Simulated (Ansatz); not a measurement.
Relaxation of a relaxed Sn cell with every coordinate shifted by Gaussian noise of σ = 0.1 Å; 2 atoms in the cell, which starts as P-1 (No. 2), aP2; a = 3.2128 Å, b = c = 4.5022 Å, α = 82.69°, β = γ = 69.10°. Computed with PBE (plane waves to 420 eV, PAW, scalar-relativistic; Ansatz, an electronic-structure program). Γ-centred k-mesh 11×11×8 on the run's cell (coarser than for final values), Fermi–Dirac smearing 0.05 eV. This is the first round of the run. 

The optimiser's lines from the output (shortened; P is positive under compression):

```
relax step   1: F+E_penalty+E_count = -12048.30746835 eV  Δ(F+E_penalty+E_count) = +0.000e0 eV  max|allowed force component| = 4.142e-1 eV/Å  Δτ_max = 0.0000 Å  P = +0.597 GPa  Ω = 56.833 Å³  (6 SCF iters, dr2 threshold 1.00e-7 eV, accepted)
relax step   2: F+E_penalty+E_count = -12048.34906416 eV  Δ(F+E_penalty+E_count) = -4.160e-2 eV  max|allowed force component| = 5.169e-2 eV/Å  Δτ_max = 0.0807 Å  P = -0.206 GPa  Ω = 57.089 Å³  (6 SCF iters, dr2 threshold 2.00e-7 eV, accepted)
relax step   3: F+E_penalty+E_count = -12048.35096002 eV  Δ(F+E_penalty+E_count) = -1.896e-3 eV  max|allowed force component| = 5.019e-2 eV/Å  Δτ_max = 0.0398 Å  P = -0.194 GPa  Ω = 57.063 Å³  (5 SCF iters, dr2 threshold 2.00e-7 eV, accepted)
relax step   4: F+E_penalty+E_count = -12048.35188653 eV  Δ(F+E_penalty+E_count) = -9.265e-4 eV  max|allowed force component| = 7.433e-2 eV/Å  Δτ_max = 0.0685 Å  P = +0.159 GPa  Ω = 56.666 Å³  (6 SCF iters, dr2 threshold 2.00e-7 eV, accepted)
relax step   5: F+E_penalty+E_count = -12048.35413942 eV  Δ(F+E_penalty+E_count) = -2.253e-3 eV  max|allowed force component| = 8.647e-3 eV/Å  Δτ_max = 0.0217 Å  P = -0.030 GPa  Ω = 56.855 Å³  (5 SCF iters, dr2 threshold 2.00e-7 eV, accepted)
relax step   6: F+E_penalty+E_count = -12048.35431100 eV  Δ(F+E_penalty+E_count) = -1.716e-4 eV  max|allowed force component| = 1.503e-3 eV/Å  Δτ_max = 0.0081 Å  P = -0.006 GPa  Ω = 56.826 Å³  (4 SCF iters, dr2 threshold 5.40e-8 eV, accepted)
relax step   7: F+E_penalty+E_count = -12048.35432783 eV  Δ(F+E_penalty+E_count) = -1.683e-5 eV  max|allowed force component| = 4.671e-4 eV/Å  Δτ_max = 0.0047 Å  P = -0.000 GPa  Ω = 56.819 Å³  (4 SCF iters, dr2 threshold 5.77e-9 eV, accepted)
relax step   8: F+E_penalty+E_count = -12048.35432519 eV  Δ(F+E_penalty+E_count) = +2.640e-6 eV  max|allowed force component| = 4.588e-4 eV/Å  Δτ_max = 0.0000 Å  P = -0.002 GPa  Ω = 56.819 Å³  stress off target by 9.17e-3 GPa  SCF on the basis re-selected at this cell (its energy is not comparable with the rows above)  (5 SCF iters)
```

From the first to the last row the energy changes by -0.02 eV/atom and the volume by 0.0 %. The last row is marked as not comparable with the walk above it, whose basis was carried along; it does compare with step 1, since both stand on a basis selected at the nominal cutoff for their own cell.

Later rounds, restarted from the end of this one on a renewed k-mesh, logged 4 more steps and released under 0.01 eV/atom more. The final structure after all rounds: I4₁/amd, origin choice 1 (No. 141), tI4, AFLOW prototype A_tI4_141_a (A5, as in Sn); a = 5.9478 Å, b = 5.9478 Å, c = 3.2126 Å, α = 90.00°, β = 90.00°, γ = 90.00°. No spin polarisation in the result.

The run could not lose the symmetry of its start.
